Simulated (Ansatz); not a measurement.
Mg (hcp, Mg type)

```
CELL_PARAMETERS angstrom
      3.18616     0.00000     0.00000
     -1.59308     2.75930     0.00000
      0.00000     0.00000     5.22349
ATOMIC_POSITIONS crystal
  Mg 0.33333 0.66667 0.75000
  Mg 0.66667 0.33333 0.25000
```

E(V) scan at fixed shape, V₀ the volume above. Symmetry pins the atoms to their sites.

Level of theory: PBE (plane waves to 420 eV, PAW, scalar-relativistic; Ansatz, a quantum-chemistry and plane-wave program). k mesh 17×17×9 (Γ-centred), Fermi-Dirac smearing 0.05 eV. Stress and pressure are positive under compression. Mg was relaxed with its symmetry unable to fall. The PAW data are Ansatz's earlier set.

At one point of the scan the stress tensor (GPa) is:

```
    3.6      0.0      0.0
    0.0      3.6      0.0
    0.0      0.0      3.4
```

Question: Which point is it?
A) V/V₀ = 0.840
B) V/V₀ = 0.920
C) V/V₀ = 0.960
D) V/V₀ = 0.880

Answer: B, V/V₀ = 0.920

(A scan under strain: stresses follow from slopes of the energy per volume, elastic moduli from its curvatures.)
